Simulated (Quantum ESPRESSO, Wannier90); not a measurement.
Wannierisation of GeSe (rock salt)

```
begin unit_cell_cart
ang
    0.0000000000    2.8084550000    2.8084550000
    2.8084550000    0.0000000000    2.8084550000
    2.8084550000    2.8084550000    0.0000000000
end unit_cell_cart
begin atoms_frac
Ge   0.0000000000  0.0000000000  0.0000000000
Se   0.5000000000  0.5000000000  0.5000000000
end atoms_frac
```

Materials Project entry mp-10759; symmetrised, unrelaxed at this level. Not found in the COD (Crystallography Open Database) copy used, which has the formula in other groups; not checked further. Level: PBEsol, spinors with spin-orbit coupling; pw.x of Quantum ESPRESSO at 69 Ry with PseudoDojo potentials, 8×8×8 k-points, Wannier90. Density: 10×10×10 mesh, Gaussian smearing 0.01 Ry. The gap is small at this level and was sampled on the meshes and a path alone.

A tight-binding model is made by disentanglement and projection with no localisation steps (num_iter = 0), so the 16 orbitals stay atom-like: hydrogen-like Ge: s;p; Se: s;p, axes along x, y, z; frozen window up to 1.66 eV relative to the valence-band maximum. It follows pw.x to 3.3 meV rms for states up to 1.2 eV relative to the valence-band maximum. Matrix elements depend on this choice of orbitals and windows.

The 20 largest hoppings ⟨m,0|H|n,R⟩ between different sites (one of each Hermitian pair; signs follow the real orbitals' lobes; the list may end inside a set of equal values):

```json
[
 {"m": "Se2 pz↑", "n": "Ge1 pz↑", "R": "0 0 1", "distance of the centres (Å)": "2.81", "t (eV)": "2.255", "Im t (eV)": "0.000"},
 {"m": "Se2 pz↓", "n": "Ge1 pz↓", "R": "0 0 1", "distance of the centres (Å)": "2.81", "t (eV)": "2.255", "Im t (eV)": "0.000"},
 {"m": "Se2 py↑", "n": "Ge1 py↑", "R": "0 1 0", "distance of the centres (Å)": "2.81", "t (eV)": "2.255", "Im t (eV)": "0.000"},
 {"m": "Se2 py↓", "n": "Ge1 py↓", "R": "0 1 0", "distance of the centres (Å)": "2.81", "t (eV)": "2.255", "Im t (eV)": "0.000"},
 {"m": "Se2 px↑", "n": "Ge1 px↑", "R": "0 1 1", "distance of the centres (Å)": "2.81", "t (eV)": "2.255", "Im t (eV)": "0.000"},
 {"m": "Se2 px↓", "n": "Ge1 px↓", "R": "0 1 1", "distance of the centres (Å)": "2.81", "t (eV)": "2.255", "Im t (eV)": "0.000"},
 {"m": "Se2 px↑", "n": "Ge1 px↑", "R": "1 0 0", "distance of the centres (Å)": "2.81", "t (eV)": "2.255", "Im t (eV)": "0.000"},
 {"m": "Se2 px↓", "n": "Ge1 px↓", "R": "1 0 0", "distance of the centres (Å)": "2.81", "t (eV)": "2.255", "Im t (eV)": "0.000"},
 {"m": "Se2 py↑", "n": "Ge1 py↑", "R": "1 0 1", "distance of the centres (Å)": "2.81", "t (eV)": "2.255", "Im t (eV)": "0.000"},
 {"m": "Se2 py↓", "n": "Ge1 py↓", "R": "1 0 1", "distance of the centres (Å)": "2.81", "t (eV)": "2.255", "Im t (eV)": "0.000"},
 {"m": "Se2 pz↑", "n": "Ge1 pz↑", "R": "1 1 0", "distance of the centres (Å)": "2.81", "t (eV)": "2.255", "Im t (eV)": "0.000"},
 {"m": "Se2 pz↓", "n": "Ge1 pz↓", "R": "1 1 0", "distance of the centres (Å)": "2.81", "t (eV)": "2.255", "Im t (eV)": "0.000"},
 {"m": "Se2 pz↑", "n": "Ge1 s↑", "R": "0 0 1", "distance of the centres (Å)": "2.81", "t (eV)": "1.382", "Im t (eV)": "0.000"},
 {"m": "Se2 pz↓", "n": "Ge1 s↓", "R": "0 0 1", "distance of the centres (Å)": "2.81", "t (eV)": "1.382", "Im t (eV)": "0.000"},
 {"m": "Se2 py↑", "n": "Ge1 s↑", "R": "0 1 0", "distance of the centres (Å)": "2.81", "t (eV)": "1.382", "Im t (eV)": "0.000"},
 {"m": "Se2 py↓", "n": "Ge1 s↓", "R": "0 1 0", "distance of the centres (Å)": "2.81", "t (eV)": "1.382", "Im t (eV)": "0.000"},
 {"m": "Se2 px↑", "n": "Ge1 s↑", "R": "0 1 1", "distance of the centres (Å)": "2.81", "t (eV)": "-1.382", "Im t (eV)": "0.000"},
 {"m": "Se2 px↓", "n": "Ge1 s↓", "R": "0 1 1", "distance of the centres (Å)": "2.81", "t (eV)": "-1.382", "Im t (eV)": "0.000"},
 {"m": "Se2 px↑", "n": "Ge1 s↑", "R": "1 0 0", "distance of the centres (Å)": "2.81", "t (eV)": "1.382", "Im t (eV)": "0.000"},
 {"m": "Se2 px↓", "n": "Ge1 s↓", "R": "1 0 0", "distance of the centres (Å)": "2.81", "t (eV)": "1.382", "Im t (eV)": "0.000"}
]
```
